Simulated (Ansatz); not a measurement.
The end of the path is a generated cell of BiB: the first start was made by placing the elements on the sites of a structure type, and the end was not matched to a known phase here, so it may be hypothetical.

A geometry of BiB away from equilibrium: step 2 of the relaxation of a generated cell, BiB built in the AFLOW prototype AB_oP8_62_c_c (B16, as in GeS). Method: r2SCAN (plane waves to 500 eV, PAW, scalar-relativistic; Ansatz, an electronic-structure program). Γ-centred k-mesh 3×9×8 on the run's cell, Fermi–Dirac smearing 0.05 eV. The plane waves were selected for a different cell earlier on the path.

```yaml
crystal:
  lattice:
    - [10.37747, 0.00000, 0.00000]
    - [0.00000, 3.65350, 0.00000]
    - [0.00000, 0.00000, 4.14117]
  atoms:
    - { symbol: B, position: [0.37522, 0.25000, 0.31812] }
    - { symbol: B, position: [0.87522, 0.25000, 0.18188] }
    - { symbol: B, position: [0.62478, 0.75000, 0.68188] }
    - { symbol: B, position: [0.12478, 0.75000, 0.81812] }
    - { symbol: Bi, position: [0.13227, 0.25000, 0.38053] }
    - { symbol: Bi, position: [0.63227, 0.25000, 0.11947] }
    - { symbol: Bi, position: [0.86773, 0.75000, 0.61947] }
    - { symbol: Bi, position: [0.36773, 0.75000, 0.88053] }
```

Q: Give the Cartesian forces on all atoms (eV/Å).

A: 
```
atom     Fx    Fy     Fz
----  -----  ----  -----
B1     0.09  0.00  -0.36
B2     0.09  0.00   0.36
B3    -0.09  0.00   0.36
B4    -0.09  0.00  -0.36
Bi5   -0.18  0.00  -0.45
Bi6   -0.18  0.00   0.45
Bi7    0.18  0.00   0.45
Bi8    0.18  0.00  -0.45
```

The path ends in Fm-3m (No. 225) (rock salt type). No spin polarisation in the result.

The run could not lose the symmetry of its start, so the end can be a saddle point.
